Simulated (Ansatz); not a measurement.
BN in space group Fmm2 (No. 42; B on 4a, N on 4a) under volume change, r²SCAN+D4 in the plane-wave PAW code Ansatz, shape and atoms relaxed at each volume.

```
V (Å³/atom)  E − E(relaxed) (meV/atom)  P (GPa)
-----------  -------------------------  -------
8.196                             10.0     4.70
8.466                              3.9     2.63
8.736                                …        …
9.006                              0.0    -0.01
9.276                              0.7    -0.79
9.547                                …        …
9.817                              5.0    -1.66
```

Question: Fill in the missing entries.

Answer: 
- 9.547, E − E(relaxed) (meV/atom): 2.5
- 9.547, P (GPa): -1.30
- 8.736, E − E(relaxed) (meV/atom): 0.9
- 8.736, P (GPa): 1.10

Question: What does a third-order Birch–Murnaghan fit give for V₀, B₀ and B′?

Answer: V₀ = 9.00 Å³/atom, B₀ = 31.3 GPa, B′ = 10.6.

The workflow started from a Materials Project entry (that database holds measured and hypothetical structures alike); the Crystallography Open Database copy checked does not list it. It is not the phase usual at ambient conditions (space group No. 186, 194, 216). The cell was relaxed with r²SCAN+D4 under the symmetry of its start; whether a distortion lowers the energy is not shown.

Potentials: the later of the program's two PAW sets.
